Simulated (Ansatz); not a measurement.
TiO$_{2}$: energy along a strain

TiO$_{2}$, I4_1/amd, a = 3.818 Å, c = 9.777 Å. The compound has several low-lying forms, and this is one of them. Ansatz: PBE+U, PAW, 420 eV, Γ-centred 8×8×8 mesh on 6 atoms, Gaussian smearing 0.05 eV; U_eff Ti 4.00 eV; no spin polarisation. Cell vectors (Å): -1.909 1.909 4.888; 1.909 -1.909 4.888; 1.909 1.909 -4.888. The cell is strained by x per cent times the pattern (0 0 1 0 0 0) in the order xx yy zz yz xz xy (engineering shears), with fractional coordinates held. y is the free energy over the start, V0 = 11.876 Å³/atom. Points with a strain past 8.5 % were computed too (5) and aren't used here.

| x (%) | y (meV/atom) |
| --- | --- |
| -7.50 | 102.94 |
| -3.75 | 22.18 |
| 0.00 | 0.00 |
| 3.75 | ? |
| 7.50 | 58.09 |

Question: Fit y = c2 x² + c3 x³ to the other rows, get the stiffness along the pattern, and predict the missing energy.

Answer: Least squares on the rows shown. y = 1.4298 x² − 0.053048 x³. The clamped-ion stiffness p·C·p = 2 × 14.30 eV × 160.2 / 11.876 Å³ = 386 GPa, which is C33 in these axes. At x = 3.75 the fit asked for gives 17.31 meV/atom. The run gave 16.63 meV/atom, so the fit is 0.68 meV/atom too high, within twice the rms miss on the fitted rows (0.43 meV/atom).